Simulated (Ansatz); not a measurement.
The cell of Mg₂InPtC₆N₆ is invented: cyanide-bridged rock-salt net of two metals, 2 guest cations a cell (Fm-3m, No. 225). Lengths were set from tabulated atomic sizes, so they are only a guess.

```cif
data_structure
_symmetry_space_group_name_H-M 'P 1'
_symmetry_Int_Tables_number 1
_cell_length_a 7.3320
_cell_length_b 7.3320
_cell_length_c 7.3320
_cell_angle_alpha 60.000
_cell_angle_beta 60.000
_cell_angle_gamma 60.000
_cell_volume 278.71
loop_
_atom_site_label
_atom_site_type_symbol
_atom_site_fract_x
_atom_site_fract_y
_atom_site_fract_z
_atom_site_occupancy
Mg1 Mg 0.25000 0.25000 0.25000 1
Mg2 Mg 0.75000 0.75000 0.75000 1
In1 In 0.50000 0.50000 0.50000 1
Pt1 Pt 0.00000 0.00000 0.00000 1
C1 C 0.81512 0.18488 0.18488 1
C2 C 0.18488 0.81512 0.18488 1
C3 C 0.18488 0.18488 0.81512 1
C4 C 0.18488 0.81512 0.81512 1
C5 C 0.81512 0.18488 0.81512 1
C6 C 0.81512 0.81512 0.18488 1
N1 N 0.70229 0.29771 0.29771 1
N2 N 0.29771 0.70229 0.29771 1
N3 N 0.29771 0.29771 0.70229 1
N4 N 0.29771 0.70229 0.70229 1
N5 N 0.70229 0.29771 0.70229 1
N6 N 0.70229 0.70229 0.29771 1
```

Theory: DFT PBE, scalar-relativistic, plane waves, PAW in Ansatz. Cutoff 420 eV, Gaussian smearing, Γ-centred meshes. Cell and atoms relax first on a coarse mesh and then on a finer one. In between, the cell is made exact in the group found at 0.06 Å. In metals the finer mesh still leaves noise of several meV/atom or more. The steps can't lower the symmetry of their start. No spin polarisation in the relaxation; trial moments died out in a coarse test.

A guess keeps its type if space group and coordination stay and the shape of the cell changes little (axis ratios within about 15 %, angles within 6°); the volume may change.

Question: Will the relaxed cell still be of the starting type?

Answer: It keeps its type. The symmetry stays Fm-3m (No. 225). The volume per atom grows by 22.4 %, from 17.4 to 21.3 Å³. The shortest distance stays 1.17 Å (C–N). Counting neighbours within 15 % of an atom's shortest distance, the start has C 1, In 6, Mg 24, N 1, Pt 6 and the end C 1, In 6, Mg 24, N 1, Pt 6.

Formation energies are uncorrected and refer to the elements' standard structures at the same level (N₂ as a molecule).

Question: At what energy does it end?

Answer: +0.60 eV/atom. The separate elements lie lower, so it is unstable against them.

The last run used a 6×6×6 mesh for its 16-atom cell and Gaussian smearing of 0.10 eV. Spin–orbit coupling, which can matter for Pt, is left out. The reference form of C is held partly by dispersion forces, which this level lacks. Symmetry constrained the relaxation, so the result can be a saddle point.
